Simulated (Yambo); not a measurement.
Material: CsNbP$_{2}$O$_{8}$ (space group C2/m, No. 12); a = 5.1013 Å, b = 5.1013 Å, c = 8.7736 Å, α = 92.92°, β = 92.92°, γ = 62.09° (12 atoms in the cell). The geometry is that of Materials Project entry mp-555286, symmetrised and not relaxed again.

With PBEsol (Quantum ESPRESSO, PseudoDojo norm-conserving, 84 Ry, without SOC), the gap between the mesh's edge points ((-0.5, -0.5, 0) → Γ) is 2.655 eV.

**Question.** By how much does one-shot G0W0 (Yambo; 2×2×1 Γ-centred k mesh, bands 2 to 295 and a 7 Ry block in the screening, 295 bands in G with the Bruneval-Gonze terminator, plasmon pole fitted at 27.2 eV) open this gap, and what gap results?

**Answer.** The correction is 2.357 eV, giving 5.012 eV, 1.9 times the PBEsol value.  Nearest settings tried, and what they do to the gap: 193 bands in W, 193 bands in G: +50 meV; 6 Ry block (347 vectors against 407): -1 meV. Not varied: mesh. So the settings aren't converged at that level. The k mesh is coarse. Spin-orbit splittings are left out.
